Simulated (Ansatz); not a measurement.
InPt3N:
```
CELL_PARAMETERS angstrom
      4.25991     0.00000     0.00000
      0.00000     4.25991     0.00000
      0.00000     0.00000     4.25991
ATOMIC_POSITIONS crystal
  In 0.00000 0.00000 0.00000
  Pt 0.00000 0.50000 0.50000
  Pt 0.50000 0.00000 0.50000
  Pt 0.50000 0.50000 0.00000
  N  0.50000 0.50000 0.50000
```

Relaxed with PBE. Special points in fractions of this cell's reciprocal vectors: Γ (0.000, 0.000, 0.000); X (0.000, 0.500, 0.000); M (0.500, 0.500, 0.000); R (0.500, 0.500, 0.500).

**Question.** List the band energies nearest the Fermi level at these points for plane-wave PAW PBE (Ansatz code).

**Answer.** In eV from the Fermi level; about four levels below and three above (degenerate sets whole), none deeper than 8.9 eV; points with the same levels are listed once.

```tsv
k	below	above
Γ	-0.82 -0.78 -0.78 -0.78	1.06 1.08 1.08 1.08
X	-1.98 -1.17 -1.17 -0.77	0.69 0.93 3.66
M	-1.33 -0.49 -0.42 -0.42	0.66 3.80 3.80
R	-2.01 -2.01 -0.97 -0.97 -0.97	0.74 0.74 0.74
```

Space group Pm-3m (anti-perovskite). The start of the workflow was typed in or built on a structure type; neither database checked (COD, Materials Project) lists it. Whether it is the stable phase at ambient conditions was not checked. Symmetry was held in the PBE relaxation; whether a distortion lowers the energy is not shown. The run is not spin-polarised. The volume moved by 20 % from the start of the relaxation. Its formation energy is positive at this level, so the cell may be metastable or incomplete. Spin–orbit coupling is left out wherever it is not named.

Potentials: the earlier of the program's two PAW sets.
